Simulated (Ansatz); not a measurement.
**Is this AlGa3Sb4 structure a true minimum?**

The structure comes from a generated guess, relaxed at this level; another structure or a mixture of phases may lie lower.

These are results of DFT PBE, scalar-relativistic, plane waves, PAW (Ansatz), not measurements. Plane waves to 420 eV, a k mesh through Γ of 8×8×8 on the computed 8-atom cell and Gaussian smearing (0.01 eV); no spin polarisation.

The cell below (8 atoms, space group I-42m (No. 121)) is relaxed within its symmetry.

```yaml
crystal:
  lattice:
    - [-3.10835, 3.10835, 6.21684]
    - [3.10835, -3.10835, 6.21684]
    - [3.10835, 3.10835, -6.21684]
  atoms:
    - { symbol: Al, position: [0.00000, 0.00000, 0.00000] }
    - { symbol: Ga, position: [0.75000, 0.25000, 0.50000] }
    - { symbol: Ga, position: [0.50000, 0.50000, 0.00000] }
    - { symbol: Ga, position: [0.25000, 0.75000, 0.50000] }
    - { symbol: Sb, position: [0.37541, 0.37541, 0.50075] }
    - { symbol: Sb, position: [0.12535, 0.62459, 0.00000] }
    - { symbol: Sb, position: [0.87465, 0.87465, 0.49925] }
    - { symbol: Sb, position: [0.62459, 0.12535, 0.00000] }
```

For the test it was strained at random (σ = 1.5 % a component), the atoms were moved at random (σ = 0.10 Å), and all was relaxed again on a coarse 4×4×4 mesh (in the run’s order of axes) with 0.20 eV smearing, with no symmetry imposed.

These runs have no spin–orbit coupling, which can matter for Sb.

Q: Is the structure stable against such a distortion?

A: It returns, within 1 meV/atom of the unmoved cell on that mesh and with the same symmetry when read at 0.1 Å (P1 at 0.01 Å, so small strains and shifts remain). No instability shows in this cell; modes of other wave vectors, which need another repeat, aren't tested.
